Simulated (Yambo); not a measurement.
Yambo run on CsLiSO$_{5}$H$_{4}$ (space group Cm, No. 8). The wavefunctions are PBEsol (pw.x of Quantum ESPRESSO, ONCV potentials, no spin-orbit coupling) ones on a 2×2×2 mesh (26 occupied bands); a = 6.710 Å, b = 6.710 Å, c = 4.812 Å, α = 107.13°, β = 107.13°, γ = 50.65°.

Yambo input:

```
rim_cut
gw0
dyson
el_el_corr
HF_and_locXC
cohsex
em1s
RandQpts= 1000000
RandGvec= 1 Ry
EXXRLvcs= 84 Ry
VXCRLvcs= 336 Ry
Chimod= "HARTREE"
% BndsRnXs
 2 | 226 |
%
NGsBlkXs= 7 Ry
% LongDrXs
 1.0 | 1.0 | 1.0 |
%
ExtendOut
% QPkrange
 1 | 1 | 27 | 27 |
 3 | 3 | 26 | 27 |
 6 | 6 | 26 | 26 |
%
```

k points by index: 1 = Γ, 3 = (0, -0.5, 0), 6 = (-0.5, -0.5, -0.5).

Table of the .qp output:

```
#    K-point    Band    Eo [eV]    E [eV]    E-Eo [eV]    Vxc [eV]    Vnlxc [eV]    Sc|Eo [eV]    Re(Z)    Im(Z)
#
    1    27    4.415344    4.619861    0.204517    -8.431664    -4.531929    -3.695218    1.000000    0.000000
    3    26    -0.291238    -3.607223    -3.315985    -16.57126    -20.75216    0.864912    1.000000    0.000000
    3    27    4.576538    5.001686    0.425148    -10.26106    -5.975875    -3.860039    1.000000    0.000000
    6    26    0.000000    -3.289800    -3.289800    -17.23617    -21.43965    0.913685    1.000000    0.000000
```
(The two width columns are left out.) Convergence of these settings isn't established.

Geometry of the Materials Project entry, not relaxed at this level.
